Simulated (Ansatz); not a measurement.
Ge (diamond, space group No. 227), a = 5.6216 Å, b = 5.6216 Å, c = 5.6216 Å, α = 90.00°, β = 90.00°, γ = 90.00°; the cell used has 2 atoms.

Relaxed with the program Ansatz at the LDA level (PAW). Indices refer to the conventional cell of Fd-3m, a = b = c = 5.6216 Å, α = β = γ = 90.00°.

**Question.** Simulate the powder diffraction pattern (Fe Kα, λ = 1.93735 Å; lines above 1 %) up to 2θ = 90°.

**Answer.** Simulated powder pattern, Fe Kα, λ = 1.93735 Å (kinematic, ideal powder, no thermal factors, no anomalous dispersion; the 30 strongest lines at most, above 1 %, up to 2θ = 90°):

| 2θ (°) | d (Å) | I/Imax (%) | hkl |
|---|---|---|---|
| 34.73 | 3.246 | 100 | (111) |
| 58.34 | 1.988 | 71 | (220) |
| 69.71 | 1.695 | 42 | (311) |
| 87.14 | 1.405 | 12 | (400) |

The cell was relaxed with LDA under the symmetry of its start.

Potentials: the earlier of the program's two PAW sets. The files were generated under PBE; for other functionals the program regenerates the frozen cores, and for LDA and PBEsol the local potential too.
